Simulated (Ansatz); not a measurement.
AlNi:
```
CELL_PARAMETERS angstrom
      2.86349     0.00000     0.00000
      0.00000     2.86349     0.00000
      0.00000     0.00000     2.86349
ATOMIC_POSITIONS crystal
  Al 0.50000 0.50000 0.50000
  Ni 0.00000 0.00000 0.00000
```

Relaxed with r²SCAN.

### Question
Decompose the optical modes at the zone centre into irreducible representations, and say which are infrared and Raman allowed.

### Answer
Point group m-3m: Γ_opt = T1u. Infrared: T1u. Raman: none.

### Question
Assign frequencies (DFPT, plane-wave PAW r²SCAN (Ansatz code)).

### Answer
T1u 308 cm⁻¹.

Space group Pm-3m (CsCl type). The cell was relaxed with r²SCAN under the symmetry of its start. No spin polarisation was allowed. As this level gives no gap, phonon frequencies hold no LO–TO term and depend on the k-mesh and smearing (Fermi–Dirac, 0.1 eV here).

Potentials: the earlier of the program's two PAW sets.
